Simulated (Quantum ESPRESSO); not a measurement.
# AlSn3Mo2Ta2: one run as intended and one with a planted mistake

Computed values, not a measurement. The program is pw.x of Quantum ESPRESSO 7.5 (plane-wave density functional theory). The cell is made up: eight metal atoms on a hexagonal close-packed lattice, with elements, volume, strain and displacements drawn at random and not relaxed, so it may be unstable or far from any real phase. PseudoDojo standard norm-conserving files set the functional (PBE unless stated); there is no spin polarisation or spin-orbit coupling, the Fermi-Dirac width of 0.25 eV means electrons at about 2900 K, and the masses in the input are unused placeholders. The tin pseudopotential is less sure than most, with forces differing by about three percent from a second method on plain tin. Heavy elements are run without spin-orbit coupling, which real alloys of them have. A spin test at this wide smearing found no moment, but such smearing suppresses magnetism that the real alloy may have.

Intended input:

```
&control calculation='scf', pseudo_dir='./dojo.nc.sr.pbe.v0_5.standard.upf', outdir='./o', disk_io='minimal', tprnfor=.true., tstress=.true. /
&system ibrav=0, nat=8, ntyp=4, nbnd=64, ecutwfc=84.00895049, nosym=.true., tot_charge=0,
 occupations='smearing', smearing='fd', degauss=0.0183746611
/
&electrons conv_thr=1.470e-08, electron_maxstep=70, mixing_beta=0.5 /
ATOMIC_SPECIES
Al 1.0 Al.upf
Mo 1.0 Mo.upf
Sn 1.0 Sn.upf
Ta 1.0 Ta.upf
CELL_PARAMETERS angstrom
-0.0582 -0.0221 4.8693
6.0524 0.0274 -0.0712
-3.0025 5.2824 0.0122
ATOMIC_POSITIONS angstrom
Al 0.079 -0.1359 0.0529
Sn -1.6398 2.8172 0.0053
Mo 3.0529 0.0317 -0.1497
Sn 1.5272 2.576 -0.0186
Sn -0.1749 1.8063 2.4305
Ta -1.5144 4.3202 2.5865
Mo 3.0199 1.8071 2.2382
Ta 1.5874 4.4617 2.4312
K_POINTS automatic
5 5 5 1 1 1
```

The log is shortened where brackets say so; the opening notice, blank lines, dates and the lines on written files are dropped, and the path of the files is cut. It prints rydbergs, bohrs and kilobars, and counts compression as positive stress. Its total energy is the free energy E - TS of the whole cell.

Log of the intended run:

```
     Program PWSCF v.7.5
     Parallel version (MPI & OpenMP), running on       4 processor cores
     Number of MPI processes:                 4
     Threads/MPI process:                     1
     [start-up lines left out]
     bravais-lattice index     =            0
     lattice parameter (alat)  =       9.2024  a.u.
     unit-cell volume          =    1053.0974 (a.u.)^3
     number of atoms/cell      =            8
     number of atomic types    =            4
     number of electrons       =        99.00
     number of Kohn-Sham states=           64
     kinetic-energy cutoff     =      84.0090  Ry
     charge density cutoff     =     336.0358  Ry
     scf convergence threshold =      1.5E-08
     mixing beta               =       0.5000
     number of iterations used =            8  plain     mixing
     Exchange-correlation= PBE
                           (   1   4   3   4   0   0   0)
     [axes and pseudopotential details left out]
   Cartesian axes
     site n.     atom                  positions (alat units)
         1        Al     tau(   1) = (   0.0162228  -0.0279073   0.0108631  )
         2        Sn     tau(   2) = (  -0.3367355   0.5785164   0.0010884  )
         3        Mo     tau(   3) = (   0.6269177   0.0065096  -0.0307411  )
         4        Sn     tau(   4) = (   0.3136129   0.5289856  -0.0038195  )
         5        Sn     tau(   5) = (  -0.0359160   0.3709265   0.4991069  )
         6        Ta     tau(   6) = (  -0.3109844   0.8871597   0.5311418  )
         7        Mo     tau(   7) = (   0.6201411   0.3710908   0.4596178  )
         8        Ta     tau(   8) = (   0.3259750   0.9162170   0.4992507  )
     number of k points=    63  Fermi-Dirac smearing, width (Ry)=  0.0184
                       cart. coord. in units 2pi/alat
        k(    1) = (   0.0810294   0.1380094   0.1016030), wk =   0.0320000
        k(    2) = (   0.0802066   0.3219143   0.1024279), wk =   0.0320000
     [further k points left out]
     Dense  grid:   109585 G-vectors     FFT dimensions: (  54,  72,  72)
     Estimated max dynamical RAM per process >     406.62 MB
     Estimated total dynamical RAM >       1.51 GB
     Initial potential from superposition of free atoms
     starting charge      98.9882, renormalised to      99.0000
     Starting wfcs are   71 randomized atomic wfcs
     total cpu time spent up to now is        6.9 secs
     per-process dynamical memory:   320.8 Mb
     Self-consistent Calculation
     iteration #  1     ecut=    84.01 Ry     beta= 0.50
     Davidson diagonalization with overlap
     ethr =  1.00E-02,  avg # of iterations =  3.3
     total cpu time spent up to now is       23.0 secs
     total energy              =   -1018.31564508 Ry
     estimated scf accuracy    <       1.12351161 Ry
     iteration #  2     ecut=    84.01 Ry     beta= 0.50
     Davidson diagonalization with overlap
     ethr =  1.13E-03,  avg # of iterations =  4.0
     total cpu time spent up to now is       40.7 secs
     total energy              =   -1017.71843565 Ry
     estimated scf accuracy    <      12.40017860 Ry
     [iterations 3 to 13 left out]
     iteration # 14     ecut=    84.01 Ry     beta= 0.50
     Davidson diagonalization with overlap
     ethr =  8.16E-11,  avg # of iterations =  2.0
     total cpu time spent up to now is      211.8 secs
     total energy              =   -1018.86204848 Ry
     estimated scf accuracy    <       0.00000002 Ry
     iteration # 15     ecut=    84.01 Ry     beta= 0.50
     Davidson diagonalization with overlap
     ethr =  2.19E-11,  avg # of iterations =  2.0
     total cpu time spent up to now is      224.8 secs
     End of self-consistent calculation
     [lines on levels left out]
!    total energy              =   -1018.86204848 Ry
     estimated scf accuracy    <          6.3E-09 Ry
     smearing contrib. (-TS)   =      -0.08724077 Ry
     internal energy E=F+TS    =   -1018.77480771 Ry
     The total energy is F=E-TS. E is the sum of the following terms:
     one-electron contribution =    -251.85521630 Ry
     hartree contribution      =     184.99323736 Ry
     xc contribution           =    -234.92271932 Ry
     ewald contribution        =    -716.99010945 Ry
     convergence has been achieved in  15 iterations
     Forces acting on atoms (cartesian axes, Ry/au):
     atom    1 type  1   force =    -0.02647339    0.04257038    0.00109315
     atom    2 type  3   force =     0.02717328   -0.05437116    0.01586908
     atom    3 type  2   force =     0.01232512   -0.00709789    0.01595551
     atom    4 type  3   force =    -0.01961153    0.00962303   -0.01353498
     atom    5 type  3   force =     0.04239320   -0.04687785   -0.00383708
     atom    6 type  4   force =    -0.00787202    0.07961633   -0.05465799
     atom    7 type  2   force =    -0.00531615   -0.01313917    0.04552373
     atom    8 type  4   force =    -0.02261851   -0.01032366   -0.00641143
     Total force =     0.154623     Total SCF correction =     0.000204
     Computing stress (Cartesian axis) and pressure
          total   stress  (Ry/bohr**3)                   (kbar)     P=      -20.87
  -0.00022555  -0.00012065   0.00007027          -33.18      -17.75       10.34
  -0.00012065  -0.00033388  -0.00003593          -17.75      -49.11       -5.28
   0.00007027  -0.00003593   0.00013373           10.34       -5.28       19.67
     init_run     :      6.49s CPU      6.76s WALL (       1 calls)
     electrons    :    216.66s CPU    217.86s WALL (       1 calls)
     forces       :      2.37s CPU      2.39s WALL (       1 calls)
     stress       :      8.06s CPU      8.28s WALL (       1 calls)
     [timing details left out]
     PWSCF        :   3m53.75s CPU   3m55.48s WALL
     JOB DONE.
```

A second run has one planted mistake: one atom is of a wrong element. The input lines that differ:

```
- &system ibrav=0, nat=8, ntyp=4, nbnd=64, ecutwfc=84.00895049, nosym=.true., tot_charge=0,
+ &system ibrav=0, nat=8, ntyp=5, nbnd=66, ecutwfc=84.00895049, nosym=.true., tot_charge=0,
+ Pt 1.0 Pt.upf
- Sn 1.5272 2.576 -0.0186
+ Pt 1.5272 2.576 -0.0186
```

Its log:

```
     Program PWSCF v.7.5
     Parallel version (MPI & OpenMP), running on       4 processor cores
     Number of MPI processes:                 4
     Threads/MPI process:                     1
     [start-up lines left out]
     bravais-lattice index     =            0
     lattice parameter (alat)  =       9.2024  a.u.
     unit-cell volume          =    1053.0974 (a.u.)^3
     number of atoms/cell      =            8
     number of atomic types    =            5
     number of electrons       =       103.00
     number of Kohn-Sham states=           66
     kinetic-energy cutoff     =      84.0090  Ry
     charge density cutoff     =     336.0358  Ry
     scf convergence threshold =      1.5E-08
     mixing beta               =       0.5000
     number of iterations used =            8  plain     mixing
     Exchange-correlation= PBE
                           (   1   4   3   4   0   0   0)
     [axes and pseudopotential details left out]
   Cartesian axes
     site n.     atom                  positions (alat units)
         1        Al     tau(   1) = (   0.0162228  -0.0279073   0.0108631  )
         2        Sn     tau(   2) = (  -0.3367355   0.5785164   0.0010884  )
         3        Mo     tau(   3) = (   0.6269177   0.0065096  -0.0307411  )
         4        Pt     tau(   4) = (   0.3136129   0.5289856  -0.0038195  )
         5        Sn     tau(   5) = (  -0.0359160   0.3709265   0.4991069  )
         6        Ta     tau(   6) = (  -0.3109844   0.8871597   0.5311418  )
         7        Mo     tau(   7) = (   0.6201411   0.3710908   0.4596178  )
         8        Ta     tau(   8) = (   0.3259750   0.9162170   0.4992507  )
     number of k points=    63  Fermi-Dirac smearing, width (Ry)=  0.0184
                       cart. coord. in units 2pi/alat
        k(    1) = (   0.0810294   0.1380094   0.1016030), wk =   0.0320000
        k(    2) = (   0.0802066   0.3219143   0.1024279), wk =   0.0320000
     [further k points left out]
     Dense  grid:   109585 G-vectors     FFT dimensions: (  54,  72,  72)
     Estimated max dynamical RAM per process >     425.26 MB
     Estimated total dynamical RAM >       1.58 GB
     Initial potential from superposition of free atoms
     starting charge     102.9896, renormalised to     103.0000
     Starting wfcs are   72 randomized atomic wfcs
     total cpu time spent up to now is        7.2 secs
     per-process dynamical memory:   343.1 Mb
     Self-consistent Calculation
     iteration #  1     ecut=    84.01 Ry     beta= 0.50
     Davidson diagonalization with overlap
     ethr =  1.00E-02,  avg # of iterations =  3.1
     total cpu time spent up to now is       24.2 secs
     total energy              =   -1121.66865444 Ry
     estimated scf accuracy    <       1.64055399 Ry
     iteration #  2     ecut=    84.01 Ry     beta= 0.50
     Davidson diagonalization with overlap
     ethr =  1.59E-03,  avg # of iterations =  3.2
     total cpu time spent up to now is       42.2 secs
     total energy              =   -1121.09175571 Ry
     estimated scf accuracy    <      15.11691303 Ry
     [iterations 3 to 13 left out]
     iteration # 14     ecut=    84.01 Ry     beta= 0.50
     Davidson diagonalization with overlap
     ethr =  2.94E-10,  avg # of iterations =  2.0
     total cpu time spent up to now is      230.2 secs
     total energy              =   -1122.50975062 Ry
     estimated scf accuracy    <       0.00000003 Ry
     iteration # 15     ecut=    84.01 Ry     beta= 0.50
     Davidson diagonalization with overlap
     ethr =  3.16E-11,  avg # of iterations =  2.0
     total cpu time spent up to now is      244.2 secs
     End of self-consistent calculation
     [lines on levels left out]
!    total energy              =   -1122.50975063 Ry
     estimated scf accuracy    <          1.8E-09 Ry
     smearing contrib. (-TS)   =      -0.10435988 Ry
     internal energy E=F+TS    =   -1122.40539074 Ry
     The total energy is F=E-TS. E is the sum of the following terms:
     one-electron contribution =    -315.26116986 Ry
     hartree contribution      =     212.00767138 Ry
     xc contribution           =    -237.98120289 Ry
     ewald contribution        =    -781.17068938 Ry
     convergence has been achieved in  15 iterations
     Forces acting on atoms (cartesian axes, Ry/au):
     atom    1 type  1   force =    -0.02903578    0.03728828    0.00226156
     atom    2 type  4   force =    -0.00678305   -0.05498789    0.01383680
     atom    3 type  2   force =     0.00819198    0.00451234    0.00897969
     atom    4 type  3   force =    -0.02028886    0.00614960   -0.00476148
     atom    5 type  4   force =     0.08365154   -0.03159165    0.00058860
     atom    6 type  5   force =    -0.00648343    0.07488547   -0.04148945
     atom    7 type  2   force =    -0.00658398   -0.01514085    0.02593119
     atom    8 type  5   force =    -0.02266843   -0.02111530   -0.00534690
     Total force =     0.153103     Total SCF correction =     0.000089
     Computing stress (Cartesian axis) and pressure
          total   stress  (Ry/bohr**3)                   (kbar)     P=      -96.19
  -0.00088050  -0.00033695  -0.00001701         -129.53      -49.57       -2.50
  -0.00033695  -0.00066128  -0.00009036          -49.57      -97.28      -13.29
  -0.00001701  -0.00009036  -0.00041988           -2.50      -13.29      -61.77
     init_run     :      6.83s CPU      7.11s WALL (       1 calls)
     electrons    :    231.81s CPU    236.99s WALL (       1 calls)
     forces       :      2.60s CPU      2.63s WALL (       1 calls)
     stress       :      8.85s CPU      9.08s WALL (       1 calls)
     [timing details left out]
     PWSCF        :   4m10.23s CPU   4m16.02s WALL
     JOB DONE.
```

|  | intended run | run with the mistake |
| --- | --- | --- |
| free energy (eV) | -13862.324 | -15272.523 |
| entropy term -TS, part of it (eV) | -1.187 | -1.420 |
| pressure (GPa) | -2.09 | -9.62 |
| size of the largest force component (eV/Å) | 2.047 | 2.151 |
| largest change of a force component (eV/Å) |  | 1.061 |
| iterations | 15 | 15 |

For scale, a rerun of the intended cell at a higher cutoff and on a denser mesh moved values by no more than 0.005 eV in energy, 0.05 GPa in stress and 0.005 eV/Å in force, and a second program with other atomic files agreed on that cell to 2 % rms in force and 0.5 GPa in pressure. Files of another functional or element have another zero of energy, so the energy change says nothing on stability. The number of bands, nbnd, was set by rule from the electron count, so it follows the mistake.